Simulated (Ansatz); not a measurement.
HfSi₂ in Ansatz, vacancy hop by nudged elastic band

Input:

```yaml
crystal:
  lattice:
    - [7.450252, 0.0, 0.0]
    - [1.862563, -7.390399, 0.0]
    - [0.0, 0.0, -7.387356]
  atoms:
    - { symbol: Si, position: [0.21960034, 0.11956098, 0.37722174] }
    - { symbol: Si, position: [0.27860202, 0.88415483, 0.12257137] }
    - { symbol: Hf, position: [0.05353155, 0.79070325, 0.37481485] }
    - { symbol: Hf, position: [0.44806847, 0.20954684, 0.12568723] }
    - { symbol: Si, position: [0.37335887, 0.50369182, 0.37192843] }
    - { symbol: Si, position: [0.12514348, 0.50034941, 0.12436713] }
    - { symbol: Si, position: [0.21826041, 0.11935794, 0.87912221] }
    - { symbol: Hf, position: [0.0528278, 0.7871137, 0.87523824] }
    - { symbol: Hf, position: [0.44733276, 0.21340734, 0.62776779] }
    - { symbol: Si, position: [0.37418626, 0.49898188, 0.8724892] }
    - { symbol: Si, position: [0.12292491, 0.49837936, 0.62899076] }
    - { symbol: Si, position: [0.72040921, 0.118336, 0.37326499] }
    - { symbol: Si, position: [0.7811844, 0.88178699, 0.12340931] }
    - { symbol: Hf, position: [0.54932264, 0.78608675, 0.37859134] }
    - { symbol: Hf, position: [0.94512336, 0.2135805, 0.12549193] }
    - { symbol: Si, position: [0.8793986, 0.4948395, 0.37545563] }
    - { symbol: Si, position: [0.62909772, 0.49637343, 0.12666938] }
    - { symbol: Si, position: [0.72362621, 0.11658979, 0.87836792] }
    - { symbol: Si, position: [0.780952, 0.88003057, 0.62285355] }
    - { symbol: Hf, position: [0.55219437, 0.78850255, 0.87810615] }
    - { symbol: Hf, position: [0.94783612, 0.21273006, 0.62534322] }
    - { symbol: Si, position: [0.87922752, 0.49834171, 0.87080703] }
    - { symbol: Si, position: [0.62240706, 0.5026986, 0.62532591] }
kpoints:
  mp_grid: { grid: [2, 2, 2] }
magnetization:
  spin_polarized: false
scf:
  occupations: { method: cold, width: 0.15 }
hamiltonian:
  pseudopotentials: { kind: paw }
  xc: pbe
basis:
  ecutwfc: 420
neb:
  images: 3
  relax_end_points: true
  climbing: true
  f_tol: 0.1
  max_iterations: 40
  order_check: false
  final_atoms:
    - { symbol: Si, position: [0.28367834, -0.12528656, 0.62126557] }
    - { symbol: Si, position: [0.27860202, 0.88415483, 0.12257137] }
    - { symbol: Hf, position: [0.05353155, 0.79070325, 0.37481485] }
    - { symbol: Hf, position: [0.44806847, 0.20954684, 0.12568723] }
    - { symbol: Si, position: [0.37335887, 0.50369182, 0.37192843] }
    - { symbol: Si, position: [0.12514348, 0.50034941, 0.12436713] }
    - { symbol: Si, position: [0.21826041, 0.11935794, 0.87912221] }
    - { symbol: Hf, position: [0.0528278, 0.7871137, 0.87523824] }
    - { symbol: Hf, position: [0.44733276, 0.21340734, 0.62776779] }
    - { symbol: Si, position: [0.37418626, 0.49898188, 0.8724892] }
    - { symbol: Si, position: [0.12292491, 0.49837936, 0.62899076] }
    - { symbol: Si, position: [0.72040921, 0.118336, 0.37326499] }
    - { symbol: Si, position: [0.7811844, 0.88178699, 0.12340931] }
    - { symbol: Hf, position: [0.54932264, 0.78608675, 0.37859134] }
    - { symbol: Hf, position: [0.94512336, 0.2135805, 0.12549193] }
    - { symbol: Si, position: [0.8793986, 0.4948395, 0.37545563] }
    - { symbol: Si, position: [0.62909772, 0.49637343, 0.12666938] }
    - { symbol: Si, position: [0.72362621, 0.11658979, 0.87836792] }
    - { symbol: Si, position: [0.780952, 0.88003057, 0.62285355] }
    - { symbol: Hf, position: [0.55219437, 0.78850255, 0.87810615] }
    - { symbol: Hf, position: [0.94783612, 0.21273006, 0.62534322] }
    - { symbol: Si, position: [0.87922752, 0.49834171, 0.87080703] }
    - { symbol: Si, position: [0.62240706, 0.5026986, 0.62532591] }
```

Launch command:

```bash
ansatz run input.yaml --threads 4 --pin off --max-ram 8192MiB --backend cpu --events-out ev --progress --plain --runs-dir out
```

Origin of the cell: a database entry, scaled a little.

The cell is 2×1×2 cells of HfSi2 with one Si taken out; atom 1 (Si) hops into the empty site, 2.55 Å away before the end points are relaxed. All atoms were shaken by about 0.02 Å first.

Output (shortened):

```
Warning: neb: disabling space-group detection — the band's intermediate images generally break the endpoint symmetry, so no spatial operation reduces the k-mesh or symmetrises the density, ex […]
Pseudopotentials: kind: paw
Pseudopotential: Si, paw, valence charge 4, recommended cutoff 420 eV (normal), Si.paw.azcp
Pseudopotential: Hf, paw, valence charge 26, recommended cutoff 420 eV (normal), Hf.paw.azcp
Functional definition: PBE
  exchange = pbe_x(kappa = kappa, mu = beta*pi^2/3)
  correlation = pbe_c(beta = beta)
parallel-image band execution: 2 concurrent image workers
NEB image 0
Crystal: 23 atoms, lattice volume = 406.750 Å³
Basis set: ecut = 420 eV, 7973 PW (Γ), exchange–correlation on 100×108×100 points (8 copies of the dense FFT grid, shifted against one another)
Bands: 161, of which v1, the nominal top of the filled ones, is band 134 counted from 1 (133 counted from 0)
[… 6 lines left out …]
Initial density: superposition of atomic densities (neutral atoms: chi_scale 0, normalization atom), corrected by the library's trained network
Functional: x = pbe(κ = 0.804, μ = 0.219515), c = pbe(β = 0.066725)
SCF iter   1: F=—  HF=-135319.421206 eV  Δρ=3.23e-3  dr2=6.93e-2
SCF iter   2: F=—  HF=-135319.422653 eV  S|Δr|=    0.00e0  Δρ=1.98e-3  dr2=2.63e-2
SCF iter   3: F=—  HF=-135319.421689 eV  S|Δr|=    0.00e0  Δρ=3.56e-4  dr2=1.24e-3
[… 4 lines left out …]
SCF iter   8: F=—  HF=-135319.420062 eV  S|Δr|=    0.00e0  Δρ=7.81e-6  dr2=5.15e-7
SCF iter   9: F=—  HF=-135319.420062 eV  S|Δr|=    0.00e0  Δρ=2.93e-6  dr2=1.06e-7
SCF iter  10: F=-135319.420062 eV  HF=-135319.420062 eV  S|Δr|=    0.00e0  Δρ=1.24e-6  dr2=1.75e-8
NEB iter   1: max|band force component| = 3.622e-1 eV/Å  barrier→ = 0.4250 eV  barrier← = 0.4251 eV  CI = image 2  Δτ_max = 0.0724 Å  (51 SCF iters)
NEB iter   2: max|band force component| = 4.225e-1 eV/Å  barrier→ = 0.4353 eV  barrier← = 0.4354 eV  CI = image 2  Δτ_max = 0.0359 Å  (28 SCF iters)
NEB iter   3: max|band force component| = 5.030e-2 eV/Å  barrier→ = 0.3864 eV  barrier← = 0.3864 eV  CI = image 2  Δτ_max = 0.0000 Å  (27 SCF iters)
--- NEB band (5 images, 3 band iterations, 106 SCF iterations, 116 more in tests of the images' electronic states and relaxations of end points) ---
  forward barrier  = 0.386379 eV
  backward barrier = 0.386445 eV
  lagrangian_above_aufbau_ev (what the smearing adds, to first order; not taken off the barriers): saddle image -0.005749 eV, end points +0.006660 and +0.006351 eV
  climbing image's point = of an order that was not read
  energies are F+E_penalty+E_count in eV, relative to image 0
  image     s (Å)  Δ vs image 0  max|band force component| (eV/Å)
      0    0.0000      0.000000                                 —
      1    0.4434      0.194194                          5.030e-2
  *   2    0.8867      0.386379                          3.465e-2
      3    1.3303      0.193943                          4.976e-2
      4    1.7740     -0.000065                                 —
```

The converged band:

```csv
image,path over all atoms (Å),ΔF (eV),Si x,y,z (Å)
0,0.00,0.000,1.86,-0.52,-2.99
1,0.44,0.194,1.86,-0.24,-3.32
2,0.89,0.386,1.86,0.00,-3.70
3,1.33,0.194,1.86,0.24,-4.08
4,1.77,0.000,1.86,0.52,-4.40
```

Highest image (2), forces in eV/Å:

```xyz
23
Lattice="7.450 0.000 0.000 1.863 -7.390 0.000 0.000 0.000 -7.387" Properties=species:S:1:pos:R:3:forces:R:3 pbc="T T T" image=2
Si    1.864    0.002   -3.696    0.000    0.000    0.000
Si    3.727   -6.810   -1.044    0.000   -0.035   -0.029
Hf    1.818   -5.799   -2.748    0.033   -0.011   -0.017
Hf    3.696   -1.544   -0.911   -0.008   -0.007   -0.003
Si    3.719   -3.667   -2.762   -0.010    0.002    0.002
Si    1.855   -3.665   -0.923    0.010   -0.001    0.007
Si    1.864   -0.576   -6.348    0.000    0.035    0.029
Hf    1.895   -5.842   -6.481    0.008    0.007    0.003
Hf    3.773   -1.586   -4.644   -0.033    0.010    0.017
Si    3.736   -3.720   -6.468   -0.010    0.001   -0.007
Si    1.871   -3.718   -4.629    0.010   -0.002   -0.002
Si    5.594   -0.750   -2.749   -0.001    0.017   -0.012
Si    7.451   -6.589   -0.894    0.003   -0.012    0.022
Hf    5.625   -5.787   -2.737   -0.028   -0.018   -0.015
Hf    7.488   -1.548   -0.908    0.009   -0.001    0.009
Si    7.493   -3.652   -2.775   -0.010   -0.017   -0.011
Si    5.563   -3.663   -0.909    0.011   -0.005    0.015
Si    5.590   -0.797   -6.497   -0.003    0.012   -0.022
Si    7.447   -6.636   -4.642    0.001   -0.017    0.012
Hf    5.553   -5.838   -6.483   -0.009    0.000   -0.009
Hf    7.416   -1.599   -4.654    0.028    0.018    0.015
Si    7.478   -3.723   -6.482   -0.011    0.006   -0.015
Si    5.548   -3.734   -4.616    0.010    0.017    0.011
```

Barrier of this path: 0.39 eV forwards, 0.39 eV backwards, after 3 band iterations.

Caveats: no moments, though an odd count or open d shells may carry them; no spin-orbit coupling, though heavy elements are present; the k mesh is coarse if the cell is a metal; a small cell with a neutral vacancy and no spin, whose shape can make like sites unlike; the cell is held at a rescaled volume, and strain moves barriers; the hop was drawn among near neighbours and need not be the easiest path; few images and a loose tolerance, and neither the top nor the ends were tested for their order.

The run took 300 s of wall time on 4 CPU thread(s) of a shared host, from the program's own first density.
